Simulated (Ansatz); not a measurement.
## From the elastic tensor of YSb to moduli and sound speeds

Theory: DFT LDA, scalar-relativistic, plane waves, PAW (Ansatz). Settings: 420 eV plane-wave cutoff, Γ-centred 12×12×12 mesh, Fermi-Dirac smearing of 0.15 eV. No spin polarisation.

The structure is cubic, space group Fm-3m (No. 225). The conventional cell has a = 6.060 Å, b = 6.060 Å, c = 6.060 Å, α = 90.00°, β = 90.00°, γ = 90.00°. Around Y (site symmetry m-3m) lie 6 Sb at 3.03 Å. Around Sb (site symmetry m-3m) lie 6 Y at 3.03 Å.

In a metal, frequencies and elastic constants depend on the k mesh and the smearing, soft modes and shear constants most.

Relaxed-ion constants (GPa, on the Cartesian axes of the calculation):
```
174.8  17.4  17.4   0.0   0.0   0.0
 17.4 174.8  17.4   0.0   0.0   0.0
 17.4  17.4 174.8   0.0   0.0   0.0
  0.0   0.0   0.0  23.8   0.0   0.0
  0.0   0.0   0.0   0.0  23.8   0.0
  0.0   0.0   0.0   0.0   0.0  23.8
```

Density 6.289 g/cm³; 2 atoms in 55.63 Å³.

The values that follow are for a polycrystal of randomly turned grains, by Hill's mean where one number stands. In a crystal this anisotropic the Voigt and Reuss bounds lie far apart, so Hill's mean and the sound speeds and Debye temperature from it are rough.

With S = C⁻¹: B_V = (C11+C22+C33+2(C12+C13+C23))/9, G_V = (C11+C22+C33−C12−C13−C23+3(C44+C55+C66))/15, 1/B_R = S11+S22+S33+2(S12+S13+S23), 15/G_R = 4(S11+S22+S33−S12−S13−S23)+3(S44+S55+S66); Hill is their mean. Then v_l = √((B+4G/3)/ρ), v_t = √(G/ρ), v_m = [(2/v_t³+1/v_l³)/3]^(−1/3) and Θ = (ħ/k_B)·v_m·(6π²n/V)^(1/3) for n atoms in the volume V; E = 9BG/(3B+G), ν = (3B−2G)/(2(3B+G)) and A^U = 5G_V/G_R + B_V/B_R − 6.

| Item | Value |
| --- | --- |
| Bulk modulus, Voigt / Reuss / Hill | 69.9 / 69.9 / 69.9 GPa |
| Shear modulus, Voigt / Reuss / Hill | 45.7 / 33.0 / 39.4 GPa |
| Young's modulus | 99 GPa |
| Poisson ratio | 0.263 |
| Pugh ratio B/G | 1.77 (over 1.75, the rule of thumb for ductile) |
| Universal anisotropy index | 1.93 |
| Longitudinal and transverse sound speeds | 4411 and 2502 m/s |
| Debye temperature from the mean sound speed | 273 K |

Cost: 1 run of about 1.1 core-minutes, on Arm Neoverse V2 (shared hosts).